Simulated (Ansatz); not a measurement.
**Sn (I4_1/amd), clamped-ion strain scan**

These are results of Ansatz 0.2.0, DFT PBEsol, scalar-relativistic, plane waves, PAW, not measurements. Settings: plane waves to 420 eV, k-mesh 16×16×16 (Γ-centred), Gaussian smearing 0.15 eV. No spin polarisation. Energies are free energies at this smearing, counted from the undisturbed cell; pressure is positive in compression.

Reference structure (as given, not relaxed at this level; it stands at -1.5 GPa):

```xyz
2
Lattice="-2.9401 2.9401 1.5993 2.9401 -2.9401 1.5993 2.9401 2.9401 -1.5993" Properties=species:S:1:pos:R:3 pbc="T T T"
Sn    0.0000    2.9401    0.7997
Sn    0.0000    0.0000    0.0000
```

The cell is strained by ε times the Voigt pattern (1, 1, 0, 0, 0, 0) (xx, yy, zz, yz, xz, xy; engineering shear) with fractional coordinates fixed. The cell is metallic on the mesh throughout.

```tsv
ε	ΔE (meV/atom)
-0.0600	66.1
-0.0450	29.5
-0.0300	7.7
-0.0150	-1.6
0.0000	0.0
0.0150	11.3
0.0300	30.9
0.0450	57.4
0.0525	73.0
0.0600	89.8
```

Question: Predict the stress summed along the pattern (GPa, tension positive) at each point.

Answer:
| ε | stress summed along the pattern (GPa, tension positive) |
| --- | --- |
| -0.0600 | -18.33 |
| -0.0450 | -11.66 |
| -0.0300 | -6.06 |
| -0.0150 | -1.43 |
| 0.0000 | 2.57 |
| 0.0150 | 5.97 |
| 0.0300 | 8.73 |
| 0.0450 | 10.95 |
| 0.0525 | 11.89 |
| 0.0600 | 12.72 |